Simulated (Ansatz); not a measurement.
## Cu$_{3}$Pd at 25 GPa (stress–strain coefficients): relaxed-ion elastic tensor

These are results of DFT LDA, scalar-relativistic, plane waves, PAW (Ansatz), not measurements. Plane waves to 420 eV; Γ-centred k mesh 12×12×12; Fermi-Dirac smearing of 0.15 eV. No spin polarisation.

The cell, relaxed at 25 GPa:
```xyz
4
Lattice="3.4961 0.0000 0.0000 0.0000 3.4961 0.0000 0.0000 0.0000 3.4961" Properties=species:S:1:pos:R:3 pbc="T T T"
Cu    0.0000    1.7481    1.7481
Cu    1.7481    0.0000    1.7481
Cu    1.7481    1.7481    0.0000
Pd    0.0000    0.0000    0.0000
```

In a metal, frequencies and elastic constants depend on the k mesh and the smearing, soft modes and shear constants most. Other phases may be more stable at this pressure.

(1) Give the relaxed-ion elastic constants (GPa, Voigt order xx yy zz yz xz xy, on the axes of the cell above).

(2) Is the crystal stable against homogeneous strain?

(3) And the moduli of a polycrystal (Hill averages)?

Answers

(1)
```
380.6 285.4 285.4   0.0   0.0   0.0
285.4 380.6 285.4   0.0   0.0   0.0
285.4 285.4 380.6   0.0   0.0   0.0
  0.0   0.0   0.0 144.7   0.0   0.0
  0.0   0.0   0.0   0.0 144.7   0.0
  0.0   0.0   0.0   0.0   0.0 144.7
```

(2) Yes: the least eigenvalue of the tensor is 95.2 GPa.

(3) B = 317 GPa, G = 93 GPa, E = 254 GPa, ν = 0.37.

Cost: 1 run of about 1.3 core-minutes, on Intel Xeon Platinum 8375C (Ice Lake) (shared hosts).